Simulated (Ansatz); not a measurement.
ZrSiO in space group P4/nmm (No. 129; Zr on 2c, Si on 2a, O on 2c) under volume change, r²SCAN in the plane-wave PAW code Ansatz, shape and atoms relaxed at each volume.

```
V (Å³/atom)  E − E(relaxed) (meV/atom)     P (GPa)
-----------  -------------------------  ----------
12.043                            72.8       21.30
12.440                            30.5       13.03
12.837                      (withheld)  (withheld)
13.234                             0.0        0.00
13.631                      (withheld)  (withheld)
14.028                            24.5       -9.34
14.425                            52.2      -12.93
```

Q: Some entries are withheld; supply them.

A: 
- 12.837, E − E(relaxed) (meV/atom): 7.2
- 12.837, P (GPa): 5.99
- 13.631, E − E(relaxed) (meV/atom): 6.5
- 13.631, P (GPa): -5.06

Q: What does a third-order Birch–Murnaghan fit give for V₀, B₀ and B′?

A: V₀ = 13.24 Å³/atom, B₀ = 183 GPa, B′ = 4.5.

The first step of the workflow began from a Materials Project structure, measured or hypothetical; the Crystallography Open Database copy checked does not list it. Its standing as an ambient phase is unchecked. The cell was relaxed with r²SCAN under the symmetry of its start; its stability against distortions is not shown here. The run is not spin-polarised.

Potentials: the later of the program's two PAW sets.
